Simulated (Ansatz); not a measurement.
Method: DFT PBE, scalar-relativistic, plane waves, PAW (Ansatz). Cutoff 420 eV, Γ-centred meshes of about 0.25 Å⁻¹ or finer for metals and 0.3 Å⁻¹ for insulators (2π included), Gaussian smearing. Collinear spin where magnetic atoms keep a moment.

Structures of SrTi₂O₄, relaxed with PBE:

A. (no moments)

```cif
data_structure
_symmetry_space_group_name_H-M 'Fd-3m:1'
_symmetry_Int_Tables_number 227
_cell_length_a 9.0467
_cell_length_b 9.0467
_cell_length_c 9.0467
_cell_angle_alpha 90.000
_cell_angle_beta 90.000
_cell_angle_gamma 90.000
_cell_volume 740.42
loop_
_atom_site_label
_atom_site_type_symbol
_atom_site_symmetry_multiplicity
_atom_site_Wyckoff_symbol
_atom_site_fract_x
_atom_site_fract_y
_atom_site_fract_z
_atom_site_occupancy
Sr1 Sr 8 a 0.25000 0.25000 0.25000 1
Ti1 Ti 16 d 0.37500 0.87500 0.12500 1
O1 O 32 e 0.39621 0.39621 0.39621 1
```

B. (no moments)

```cif
data_structure
_symmetry_space_group_name_H-M 'Cmcm'
_symmetry_Int_Tables_number 63
_cell_length_a 3.1792
_cell_length_b 9.9109
_cell_length_c 10.2748
_cell_angle_alpha 90.000
_cell_angle_beta 90.000
_cell_angle_gamma 90.000
_cell_volume 323.74
loop_
_atom_site_label
_atom_site_type_symbol
_atom_site_symmetry_multiplicity
_atom_site_Wyckoff_symbol
_atom_site_fract_x
_atom_site_fract_y
_atom_site_fract_z
_atom_site_occupancy
Sr1 Sr 4 c 0.50000 0.11893 0.75000 1
Ti1 Ti 8 f 0.00000 0.12423 0.43764 1
O1 O 4 c 0.00000 0.07496 0.25000 1
O2 O 8 f 0.50000 0.26309 0.39980 1
O3 O 4 b 0.50000 0.00000 0.50000 1
```

C. (no moments)

```cif
data_structure
_symmetry_space_group_name_H-M 'P2/m'
_symmetry_Int_Tables_number 10
_cell_length_a 4.9915
_cell_length_b 3.0774
_cell_length_c 6.0543
_cell_angle_alpha 90.000
_cell_angle_beta 90.239
_cell_angle_gamma 90.000
_cell_volume 93.00
loop_
_atom_site_label
_atom_site_type_symbol
_atom_site_symmetry_multiplicity
_atom_site_Wyckoff_symbol
_atom_site_fract_x
_atom_site_fract_y
_atom_site_fract_z
_atom_site_occupancy
Sr1 Sr 1 c 0.00000 0.00000 0.50000 1
Ti1 Ti 1 e 0.50000 0.50000 0.00000 1
Ti2 Ti 1 a 0.00000 0.00000 0.00000 1
O1 O 2 n 0.84385 0.50000 0.80221 1
O2 O 2 m 0.66289 0.00000 0.18285 1
```

With PBE the energies per atom relative to A are: B −111 meV, C −12 meV.

Problem. What do the differences become with r2SCAN (500 eV) at these PBE geometries?

Solution. Two of them come within 10 meV/atom on cells that aren't relaxed at this level, so their order isn't resolved.

```tsv
cell	group	coarse PBE screen (meV/atom, to 10)	PBE, fine mesh (meV/atom)	r2SCAN at the PBE cell (meV/atom)	r2SCAN pressure (GPa)	gap PBE (eV)	gap r2SCAN (eV)
A	Fd-3m	0	0	0	-0.9	0.00	0.00
B	Cmcm	-110	-111	-137	-3.7	0.00	0.00
C	P2/m	-20	-12	-4	-3.1	0.00	0.00
```

Energies count from A, gaps are read on the mesh, and pressure is positive in compression.

The k mesh leaves some 4 meV/atom of noise in the energy of each metallic cell. In such compounds of Ti a zero gap at this level may well be an artefact, since no Hubbard U is applied. Trial moments fell under 0.15 μB along the way in Fd-3m, Cmcm and P2/m; another start might hold them. With atoms moved at random, B and C came back. A had no clear such test and can be a saddle point.
